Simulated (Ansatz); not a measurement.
**TiC: the relaxed cell by functional**

The starting cell is an entry of the Crystallography Open Database (1963):

```xyz
2
Lattice="0.0000 2.1593 2.1593 2.1593 0.0000 2.1593 2.1593 2.1593 0.0000" Properties=species:S:1:pos:R:3 pbc="T T T"
Ti    0.0000    0.0000    0.0000
C     2.1593    2.1593    2.1593
```

Atoms and cell were relaxed at zero pressure with plane-wave PAW DFT (Ansatz 0.2.0; one set of PAW datasets, made under PBE, for all functionals; 420 eV, r2SCAN 500 eV; 13×13×13 Γ-centred mesh, fermi-dirac occupations of width 0.100 eV; no spin polarisation, no spin-orbit coupling, no dispersion correction), keeping the symmetry (Fm-3m, No. 225).

What cells and energies do LDA, PBEsol, PBE, r2SCAN give?

The relaxed conventional cells:

```tsv
functional	a (Å)	volume (Å³/atom)	formation energy (eV/atom)
LDA	4.261	9.67	-0.945
PBEsol	4.293	9.89	-0.916
PBE	4.333	10.17	-0.831
r2SCAN	4.329	10.14	-0.987
the entry	4.319	10.07	–
```

LDA gives the smallest volume and PBE the largest, 5.1 % more, the usual order, since LDA overbinds and PBE's gradient terms loosen the lattice. Against the entry's volume: LDA -4.0 %, PBEsol -1.8 %, PBE +1.0 %, r2SCAN +0.7 %. No verdict is drawn from this: the entry is old or was flagged in a check, so the entry may be off as well as the functionals. The formation energies span 0.16 eV an atom, lowest under r2SCAN.

Caveats: each relaxation keeps the start's symmetry, so a distorted cell may lie lower; computed cells are at 0 K with fixed nuclei, while the entry holds thermal expansion, often some tenths of a per cent in volume and more in soft crystals; formation energies are at zero smearing against the elements' usual phases under the same functional, gases as free molecules, uncorrected.
